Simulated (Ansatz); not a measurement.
Os: field gradients at two levels of theory

Cell: an entry of the Crystallography Open Database (COD), atoms as given.

```
Os
1.0
     2.73410    0.00000    0.00000
    -1.36705    2.36780    0.00000
     0.00000    0.00000    4.31970
Os
2
Direct
  0.33333 0.66667 0.25000
  0.66667 0.33333 0.75000
```

Atoms are numbered from 1 in the order listed; like atoms form one site, named after its first atom.

First run. Computed with Ansatz: DFT, PBE, plane waves and PAW, scalar-relativistic, 420 eV cutoff, Γ-centred 14×14×8 k-points, Fermi–Dirac smearing 0.05 eV.

```tsv
site	atom	V_zz (10²¹ V/m²)	η
Os	1	-5.64	0.00
```

Second run. The same atoms and settings, except that spin–orbit coupling is included (fully relativistic PAW files).

Q: Given the first result, estimate the second.

A: 

| site | atom | V_zz | η | change of V_zz |
| --- | --- | --- | --- | --- |
| Os | 1 | -5.74 | 0.00 | -0.10 |

The largest change of V_zz is on Os, from -5.64 to -5.74.

At this cell the PBE pressure is 9 GPa, so with PBE the cell would grow if it were relaxed. The run finds no gap above 0.1 eV (a metal, or nearly one), so the gradients can move by 10 % or more with the k-mesh.
